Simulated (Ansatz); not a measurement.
Input file for Ansatz (an electronic-structure program):

Ansatz 0.2 input:
```yaml
crystal:
  lattice:
    - [2.5921815908, 1.4965967392, 4.5631632516]
    - [-2.5921815908, 1.4965967392, 4.5631632516]
    - [0.0, -2.9931934785, 4.5631632516]
  atoms:
    - { symbol: Li, position: [0.75, 0.75, 0.75] }
    - { symbol: Li, position: [0.25, 0.25, 0.25] }
    - { symbol: Nb, position: [0.0, 0.0, 0.0] }
    - { symbol: Nb, position: [0.5, 0.5, 0.5] }
    - { symbol: O, position: [0.6283967867, 0.8716032133, 0.25] }
    - { symbol: O, position: [0.3716032133, 0.1283967867, 0.75] }
    - { symbol: O, position: [0.25, 0.6283967867, 0.8716032133] }
    - { symbol: O, position: [0.75, 0.3716032133, 0.1283967867] }
    - { symbol: O, position: [0.8716032133, 0.25, 0.6283967867] }
    - { symbol: O, position: [0.1283967867, 0.75, 0.3716032133] }
kpoints:
  mp_grid: { grid: [7, 7, 7] }
hamiltonian:
  xc: r2scan
  pseudopotentials: { azcp: { folder: ./paw }, kind: paw }
scf:
  occupations: { method: fixed }
elastic: { mode: relaxed_ion, stencil: two_point, amplitude: 0.005, f_tol: 0.0005 }
```

Output (shortened):

```
Pseudopotential: Li, paw, valence charge 3
Pseudopotential: Nb, paw, valence charge 13
Pseudopotential: O, paw, valence charge 6
Functional definition: r2SCAN
Crystal: 10 atoms, lattice volume = 106.215 Å³
Basis set: ecut = 500 eV, 2699 PW (Γ), exchange–correlation on 160×160×160 points (64 copies of the dense FFT grid, shifted against one another)
Bands: 44, of which v1, the nominal top of the filled ones, is band 34 counted from 1 (33 counted from 0)
Symmetry: 12 space group operations
Space group: R-3c (ITA 167), of the structure as read, at distance tolerance 4.7e-5 Å
k-points: 44 of 343
SCF 1 converged in 12 iterations: F = -12961.123862 eV  dr2 = 1.73e-14
Crystal: 10 atoms, lattice volume = 106.215 Å³
SCF 2 converged in 2 iterations: F = -12961.123862 eV  dr2 = 7.88e-15
Crystal: 10 atoms, lattice volume = 105.684 Å³
Basis set: ecut = 500 eV, 2675 PW (Γ), exchange–correlation on 160×160×160 points (64 copies of the dense FFT grid, shifted against one another)
Symmetry: 4 space group operations
k-points: 100 of 343
SCF 3 converged in 12 iterations: F = -12961.120603 eV  dr2 = 6.93e-15
relax step   1: F+E_penalty+E_count = -12961.12060279 eV  Δ(F+E_penalty+E_count) = +0.000e0 eV  max|allowed force component| = 4.366e-2 eV/Å  Δτ_max = 0.0000 Å  (12 SCF iters, accepted)
Crystal: 10 atoms, lattice volume = 105.684 Å³
SCF 4 converged in 11 iterations: F = -12961.121181 eV  dr2 = 2.86e-15
relax step   2: F+E_penalty+E_count = -12961.12118064 eV  Δ(F+E_penalty+E_count) = -5.778e-4 eV  max|allowed force component| = 2.280e-2 eV/Å  Δτ_max = 0.0030 Å  (11 SCF iters, accepted)
Crystal: 10 atoms, lattice volume = 105.684 Å³
SCF 5 converged in 11 iterations: F = -12961.121374 eV  dr2 = 3.86e-15
relax step   3: F+E_penalty+E_count = -12961.12137432 eV  Δ(F+E_penalty+E_count) = -1.937e-4 eV  max|allowed force component| = 5.893e-3 eV/Å  Δτ_max = 0.0029 Å  (11 SCF iters, accepted)
Crystal: 10 atoms, lattice volume = 105.684 Å³
SCF 6 converged in 10 iterations: F = -12961.121377 eV  dr2 = 1.01e-15
relax step   4: F+E_penalty+E_count = -12961.12137675 eV  Δ(F+E_penalty+E_count) = -2.429e-6 eV  max|allowed force component| = 1.719e-3 eV/Å  Δτ_max = 0.0006 Å  (10 SCF iters, accepted)
Crystal: 10 atoms, lattice volume = 105.684 Å³
SCF 7 converged in 8 iterations: F = -12961.121378 eV  dr2 = 3.56e-14
relax step   5: F+E_penalty+E_count = -12961.12137788 eV  Δ(F+E_penalty+E_count) = -1.132e-6 eV  max|allowed force component| = 1.857e-4 eV/Å  Δτ_max = 0.0003 Å  (8 SCF iters, accepted)
Crystal: 10 atoms, lattice volume = 105.684 Å³
SCF 8 converged in 2 iterations: F = -12961.121378 eV  dr2 = 1.59e-14
Crystal: 10 atoms, lattice volume = 106.746 Å³
Basis set: ecut = 500 eV, 2723 PW (Γ), exchange–correlation on 160×160×160 points (64 copies of the dense FFT grid, shifted against one another)
SCF 9 converged in 12 iterations: F = -12961.120686 eV  dr2 = 4.05e-15
relax step   1: F+E_penalty+E_count = -12961.12068623 eV  Δ(F+E_penalty+E_count) = +0.000e0 eV  max|allowed force component| = 4.061e-2 eV/Å  Δτ_max = 0.0000 Å  (12 SCF iters, accepted)
Crystal: 10 atoms, lattice volume = 106.746 Å³
SCF 10 converged in 11 iterations: F = -12961.121440 eV  dr2 = 1.55e-14
relax step   2: F+E_penalty+E_count = -12961.12143966 eV  Δ(F+E_penalty+E_count) = -7.534e-4 eV  max|allowed force component| = 1.948e-3 eV/Å  Δτ_max = 0.0057 Å  (11 SCF iters, accepted)
Crystal: 10 atoms, lattice volume = 106.746 Å³
SCF 11 converged in 10 iterations: F = -12961.121441 eV  dr2 = 1.39e-14
relax step   3: F+E_penalty+E_count = -12961.12144123 eV  Δ(F+E_penalty+E_count) = -1.569e-6 eV  max|allowed force component| = 1.252e-4 eV/Å  Δτ_max = 0.0003 Å  (10 SCF iters, accepted)
Crystal: 10 atoms, lattice volume = 106.746 Å³
SCF 12 converged in 2 iterations: F = -12961.121441 eV  dr2 = 1.66e-15
Crystal: 10 atoms, lattice volume = 105.684 Å³
Basis set: ecut = 500 eV, 2687 PW (Γ), exchange–correlation on 160×160×160 points (64 copies of the dense FFT grid, shifted against one another)
SCF 13 converged in 10 iterations: F = -12961.121151 eV  dr2 = 6.36e-14
relax step   1: F+E_penalty+E_count = -12961.12115071 eV  Δ(F+E_penalty+E_count) = +0.000e0 eV  max|allowed force component| = 3.256e-2 eV/Å  Δτ_max = 0.0000 Å  (10 SCF iters, accepted)
Crystal: 10 atoms, lattice volume = 105.684 Å³
SCF 14 converged in 10 iterations: F = -12961.121421 eV  dr2 = 3.46e-16
relax step   2: F+E_penalty+E_count = -12961.12142102 eV  Δ(F+E_penalty+E_count) = -2.703e-4 eV  max|allowed force component| = 1.586e-2 eV/Å  Δτ_max = 0.0019 Å  (10 SCF iters, accepted)
Crystal: 10 atoms, lattice volume = 105.684 Å³
SCF 15 converged in 10 iterations: F = -12961.121505 eV  dr2 = 3.51e-16
relax step   3: F+E_penalty+E_count = -12961.12150466 eV  Δ(F+E_penalty+E_count) = -8.364e-5 eV  max|allowed force component| = 9.650e-5 eV/Å  Δτ_max = 0.0018 Å  (10 SCF iters, accepted)
Crystal: 10 atoms, lattice volume = 105.684 Å³
SCF 16 converged in 2 iterations: F = -12961.121505 eV  dr2 = 1.44e-16
Crystal: 10 atoms, lattice volume = 106.746 Å³
Basis set: ecut = 500 eV, 2717 PW (Γ), exchange–correlation on 160×160×160 points (64 copies of the dense FFT grid, shifted against one another)
SCF 17 converged in 10 iterations: F = -12961.121159 eV  dr2 = 7.79e-14
relax step   1: F+E_penalty+E_count = -12961.12115866 eV  Δ(F+E_penalty+E_count) = +0.000e0 eV  max|allowed force component| = 3.182e-2 eV/Å  Δτ_max = 0.0000 Å  (10 SCF iters, accepted)
Crystal: 10 atoms, lattice volume = 106.746 Å³
SCF 18 converged in 10 iterations: F = -12961.121502 eV  dr2 = 1.36e-15
relax step   2: F+E_penalty+E_count = -12961.12150239 eV  Δ(F+E_penalty+E_count) = -3.437e-4 eV  max|allowed force component| = 7.629e-4 eV/Å  Δτ_max = 0.0035 Å  (10 SCF iters, accepted)
Crystal: 10 atoms, lattice volume = 106.746 Å³
SCF 19 converged in 8 iterations: F = -12961.121503 eV  dr2 = 1.66e-14
relax step   3: F+E_penalty+E_count = -12961.12150259 eV  Δ(F+E_penalty+E_count) = -1.992e-7 eV  max|allowed force component| = 4.661e-6 eV/Å  Δτ_max = 0.0001 Å  (8 SCF iters, accepted)
Crystal: 10 atoms, lattice volume = 106.746 Å³
SCF 20 converged in 2 iterations: F = -12961.121503 eV  dr2 = 4.67e-15
Crystal: 10 atoms, lattice volume = 106.215 Å³
Basis set: ecut = 500 eV, 2697 PW (Γ), exchange–correlation on 160×160×160 points (64 copies of the dense FFT grid, shifted against one another)
SCF 21 converged in 11 iterations: F = -12961.122431 eV  dr2 = 4.10e-14
relax step   1: F+E_penalty+E_count = -12961.12243054 eV  Δ(F+E_penalty+E_count) = +0.000e0 eV  max|allowed force component| = 3.584e-2 eV/Å  Δτ_max = 0.0000 Å  (11 SCF iters, accepted)
Crystal: 10 atoms, lattice volume = 106.215 Å³
SCF 22 converged in 10 iterations: F = -12961.122766 eV  dr2 = 7.71e-14
relax step   2: F+E_penalty+E_count = -12961.12276621 eV  Δ(F+E_penalty+E_count) = -3.357e-4 eV  max|allowed force component| = 1.666e-2 eV/Å  Δτ_max = 0.0038 Å  (10 SCF iters, accepted)
Crystal: 10 atoms, lattice volume = 106.215 Å³
SCF 23 converged in 11 iterations: F = -12961.122914 eV  dr2 = 1.21e-14
relax step   3: F+E_penalty+E_count = -12961.12291375 eV  Δ(F+E_penalty+E_count) = -1.475e-4 eV  max|allowed force component| = 2.756e-3 eV/Å  Δτ_max = 0.0058 Å  (11 SCF iters, accepted)
Crystal: 10 atoms, lattice volume = 106.215 Å³
SCF 24 converged in 10 iterations: F = -12961.122916 eV  dr2 = 7.17e-16
relax step   4: F+E_penalty+E_count = -12961.12291606 eV  Δ(F+E_penalty+E_count) = -2.307e-6 eV  max|allowed force component| = 1.010e-3 eV/Å  Δτ_max = 0.0003 Å  (10 SCF iters, accepted)
Crystal: 10 atoms, lattice volume = 106.215 Å³
SCF 25 converged in 9 iterations: F = -12961.122917 eV  dr2 = 2.87e-15
relax step   5: F+E_penalty+E_count = -12961.12291654 eV  Δ(F+E_penalty+E_count) = -4.797e-7 eV  max|allowed force component| = 9.649e-5 eV/Å  Δτ_max = 0.0002 Å  (9 SCF iters, accepted)
Crystal: 10 atoms, lattice volume = 106.215 Å³
SCF 26 converged in 2 iterations: F = -12961.122917 eV  dr2 = 1.27e-15
Crystal: 10 atoms, lattice volume = 106.215 Å³
Basis set: ecut = 500 eV, 2695 PW (Γ), exchange–correlation on 160×160×160 points (64 copies of the dense FFT grid, shifted against one another)
SCF 27 converged in 11 iterations: F = -12961.122433 eV  dr2 = 2.56e-14
relax step   1: F+E_penalty+E_count = -12961.12243327 eV  Δ(F+E_penalty+E_count) = +0.000e0 eV  max|allowed force component| = 3.482e-2 eV/Å  Δτ_max = 0.0000 Å  (11 SCF iters, accepted)
Crystal: 10 atoms, lattice volume = 106.215 Å³
SCF 28 converged in 11 iterations: F = -12961.122918 eV  dr2 = 3.33e-14
relax step   2: F+E_penalty+E_count = -12961.12291762 eV  Δ(F+E_penalty+E_count) = -4.844e-4 eV  max|allowed force component| = 2.046e-3 eV/Å  Δτ_max = 0.0084 Å  (11 SCF iters, accepted)
Crystal: 10 atoms, lattice volume = 106.215 Å³
SCF 29 converged in 10 iterations: F = -12961.122919 eV  dr2 = 2.18e-14
relax step   3: F+E_penalty+E_count = -12961.12291894 eV  Δ(F+E_penalty+E_count) = -1.318e-6 eV  max|allowed force component| = 4.899e-4 eV/Å  Δτ_max = 0.0004 Å  (10 SCF iters, accepted)
Crystal: 10 atoms, lattice volume = 106.215 Å³
SCF 30 converged in 2 iterations: F = -12961.122919 eV  dr2 = 3.60e-15
SCF converged after 2 iterations
Free energy (F): -12961.123862 eV
Harris-Foulkes:  -12961.123862 eV  (|F-HF|=1.82e-12)
Internal energy: -12961.123862 eV  (E = F + TS)
E sigma→0 (E₀):  -12961.123862 eV
Fermi energy:    7.037910 eV
--- Per-component energies (eV) ---
  E_band       = -584.862120
  E_kinetic    = 1797.807294
  E_local      = -4179.097992  (includes V_loc(G=0)·N_el)
  E_nonlocal   = 445.703794
  E_hartree    = 1456.651240
  E_xc         = -767.006474
  E_vxc        = -1088.765099  (∫ρ·V_xc dr)
  E_paw        = -7231.524295  (= ΣΔE_a)
  E_vpaw       = -542.967737  (= ΣTr[D̂ρ^β])
  E_aug_tail   = 0.002030  (compensation charges beyond the density's cutoff)
  E_vtau       = 69.153108  (kinetic-family band-sum trace: ∫τ·v_τ [+ j·A + Jᵃ·Aᵃ] dr)
  E_ewald      = -4483.082952
  E_core_change = -0.576507  (= ΣΔE_core)
  E_smearing   =  0.000000  (= −TS)
  E_closure    = 0.000000  (closes the sum)
  Σ components = -12961.123862   (vs F -12961.123862, Δ=0.00e0)
--- Forces (eV/Å), atoms counted from 1 ---
  atom   1  Li     0.00000000     0.00000000     0.00000000
  atom   2  Li     0.00000000     0.00000000     0.00000000
  atom   3  Nb     0.00000000     0.00000000     0.00000000
  atom   4  Nb     0.00000000     0.00000000     0.00000000
  atom   5  O      0.00000537     0.00000000     0.00000000
  atom   6  O     -0.00000537     0.00000000     0.00000000
  atom   7  O     -0.00000268     0.00000465     0.00000000
  atom   8  O      0.00000268    -0.00000465     0.00000000
  atom   9  O     -0.00000268    -0.00000465     0.00000000
  atom  10  O      0.00000268     0.00000465     0.00000000
  max |Σ_I F_I| component: 1.74e-18 eV/Å
--- Stress (GPa, compression-positive) ---
        0.000529       0.000000       0.000000
        0.000000       0.000529       0.000000
        0.000000       0.000000      -0.001621
  P = ⅓ Tr σ = -0.0002 GPa (-0.002 kbar)
--- Band table (eV; the first three rows and the last of 44) ---
  k-point 0: bands = ["-49.1218", "-49.1055", "-36.9204", "-36.9185", "-24.6272", "-24.6272", "-24.6128", "-24.4330", "-24.4330", "-24.3941", "-11.0348", "-10.5475", "-10.5475", "-9.2418", "-9.2372", "-9.2372", "1.9746", "1.9746", "2.4282", "2.5632", …
  k-point 1: bands = ["-49.1210", "-49.1063", "-36.9203", "-36.9186", "-24.6186", "-24.6181", "-24.6024", "-24.4435", "-24.4431", "-24.4054", "-10.9536", "-10.4925", "-10.4897", "-9.3326", "-9.3135", "-9.3116", "2.1260", "2.1440", "2.5607", "2.6512", …
  k-point 2: bands = ["-49.1187", "-49.1086", "-36.9201", "-36.9188", "-24.5938", "-24.5922", "-24.5731", "-24.4726", "-24.4712", "-24.4367", "-10.7231", "-10.3375", "-10.3252", "-9.5923", "-9.5106", "-9.5096", "2.5406", "2.5743", "2.8798", "2.9433", …
  k-point 43: bands = ["-49.1141", "-49.1132", "-36.9195", "-36.9194", "-24.5953", "-24.5579", "-24.5446", "-24.5066", "-24.4878", "-24.4511", "-10.4055", "-10.2438", "-10.0328", "-9.9290", "-9.8351", "-9.6345", "2.6400", "2.9686", "3.2411", "3.4935", …
--- Elastic constants: 3 strain directions × 2 members + reference (group order 12) ---
  dense FFT box of the reference and of every strained cell: 40×40×40
  strains applied: 11, 33, 23; error gains …
  C = ∂σ_k/∂η_j (tension-positive GPa; Voigt order 11 22 33 23 13 12):
       294.209     72.659    104.107    -32.746      0.000      0.000
        72.659    294.209    104.107     32.746      0.000      0.000
       104.115    104.115    282.848      0.000      0.000      0.000
       -32.735     32.735      0.000    112.890      0.000      0.000
         0.000      0.000      0.000      0.000    112.890    -32.735
         0.000      0.000      0.000      0.000    -32.746    110.775
  reference stress σ⁰ (GPa):     -0.001     -0.001      0.002      0.000      0.000      0.000
  moduli (Voigt/Reuss/Hill, GPa): K = 159.23/159.05/159.14   G = 106.67/98.50/102.58   E = 253.32   ν = 0.235
  mechanically stable: yes (min eigenvalue of sym C = 79.07 GPa)
  strain η (Voigt 11):  stress-route row diagonal C_11 = 294.21 GPa, energy-path curvature d²(F+E_count+ΔE)/dδ²/Ω₀ = 294.22 GPa
         δ    σ_11 (GPa)             F (eV)   n_scf  n_hpsi   n_pw
    -5.000e-3      -1.4877      -12961.1213779       2   30205   2706   relax 5 steps, max|allowed force component| 1.86e-4 eV/Å
     5.000e-3       1.4544      -12961.1214412       2   30150   2736   relax 3 steps, max|allowed force component| 1.25e-4 eV/Å
  strain η (Voigt 33):  stress-route row diagonal C_33 = 282.85 GPa, energy-path curvature d²(F+E_count+ΔE)/dδ²/Ω₀ = 282.84 GPa
         δ    σ_33 (GPa)             F (eV)   n_scf  n_hpsi   n_pw
    -5.000e-3      -1.4216      -12961.1215047       2   13309   2703   relax 3 steps, max|allowed force component| 9.65e-5 eV/Å
     5.000e-3       1.4068      -12961.1215026       2   13266   2733   relax 3 steps, max|allowed force component| 4.66e-6 eV/Å
  strain η (Voigt 23):  stress-route row diagonal C_44 = 112.89 GPa, energy-path curvature d²(F+E_count+ΔE)/dδ²/Ω₀ = 112.88 GPa
         δ    σ_23 (GPa)             F (eV)   n_scf  n_hpsi   n_pw
    -5.000e-3      -0.5668      -12961.1229165       2   30175   2721   relax 5 steps, max|allowed force component| 9.65e-5 eV/Å
     5.000e-3       0.5621      -12961.1229189       2   30257   2721   relax 3 steps, max|allowed force component| 4.90e-4 eV/Å
```

Cost: around 40 core-minutes (rough) on shared cores.

The first step of the workflow began from a Materials Project structure, measured or hypothetical; the Crystallography Open Database files this formula in space group No. 167, but the cells were not matched. It is not the phase usual at ambient conditions (space group No. 161). The cell was relaxed with r²SCAN under the symmetry of its start. At this level the phase is dynamically unstable (imaginary phonons). The run is not spin-polarised. Spin–orbit coupling is left out wherever it is not named.

Potentials: the earlier of the program's two PAW sets.

Ansatz is a plane-wave DFT program.
